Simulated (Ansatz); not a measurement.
## Two inputs for Na8MgNi2O8

Cell: a Materials Project structure (computed, not necessarily an observed phase).

```
CELL_PARAMETERS angstrom
5.73161 0.00000 0.00000
1.90780 5.46635 0.00000
2.64922 -0.71917 8.46175
ATOMIC_POSITIONS crystal
Na 0.57196 0.93307 0.86439
Na 0.08491 0.43487 0.83453
Na 0.62480 0.42845 0.70045
Na 0.16518 0.91987 0.67042
Na 0.81247 0.91526 0.47092
Na 0.98313 0.57632 0.19459
Na 0.31557 0.98361 0.24961
Na 0.46921 0.41292 0.04713
Mg 0.61719 0.30020 0.35104
Ni 0.11423 0.43657 0.49773
Ni 0.00268 0.01841 0.00845
O 0.25982 0.71986 0.90542
O 0.82882 0.17793 0.86652
O 0.39253 0.20981 0.55414
O 0.90406 0.67456 0.65631
O 0.90812 0.30644 0.42432
O 0.31568 0.57103 0.32203
O 0.18883 0.20806 0.04324
O 0.75413 0.99555 0.20506
```

Atom numbers follow the list; atoms alike are taken as one site, whose name carries the number of the first.

Reference run. Computed with Ansatz: DFT, PBE, plane waves and PAW, scalar-relativistic, collinear spin, 420 eV cutoff, Γ-centred 4×4×3 k-points, Fermi–Dirac smearing 0.02 eV. Start moments as typed (μB): 3 on each Ni, none on the rest. The program fits them to the shells of the files, so those used differ somewhat.

**Question.** The input is changed as follows: `kpoints.mp_grid.grid`: [4, 4, 3] → [2, 2, 2]; `basis.ecutwfc`: not typed → 300 eV. What happens to V_zz (10²¹ V/m²) and η?

**Answer.** 

```
site  atom  V_zz reference  η reference  V_zz changed  η changed
 Na3     3           -0.59         0.66         -0.61       0.69
 Na4     4           -1.06         0.93         -1.09       0.89
 Na8     8           -1.07         0.66         -1.04       0.69
  Mg     9            1.93         0.71          1.90       0.69
Ni10    10            3.85         0.92          3.75       0.90
Ni11    11           -1.60         0.52         -1.53       0.48
 O12    12            6.28         0.18          5.95       0.17
 O13    13            6.87         0.14          6.52       0.12
 O14    14            5.94         0.30          5.70       0.30
 O15    15            5.88         0.36          5.52       0.38
 O16    16            5.25         0.56          4.95       0.59
 O18    18            5.82         0.18          5.51       0.18
```

The largest change of V_zz is on O15, from 5.88 to 5.52. In per cent, |V_zz| changes by -3 to +4 on Na, -2 on Mg, -4 to -3 on Ni, -6 to -4 on O (all sites that start above 0.5). The table leaves out 7 of the 19 sites, with |V_zz| up to 6.57; their tensors move by 0.27 at most along any direction. The statements above cover all sites. SCF iterations: 25 and 26. New warnings: cutoff below recommended. In the changed run the cutoff of 300 eV lies below the one recommended for these PAW files and the k-mesh is coarser than the standard one, so its values aren't converged ones.

On the reference run: The moments were started parallel, and the run ended with some of them reversed. The program didn't check the stability of this electronic state in full, so a lower one may lie near. With these PAW files V_zz is typically within 2 to 3 % of all-electron values, but misses above 10 % occur on Ni. With a gap of 0.3 eV on this mesh, small gradients can still move by 0.1 × 10²¹ V/m² or more as the k-mesh gets denser. The magnetic order is the one that the run reached from its start moments, not necessarily the measured one.
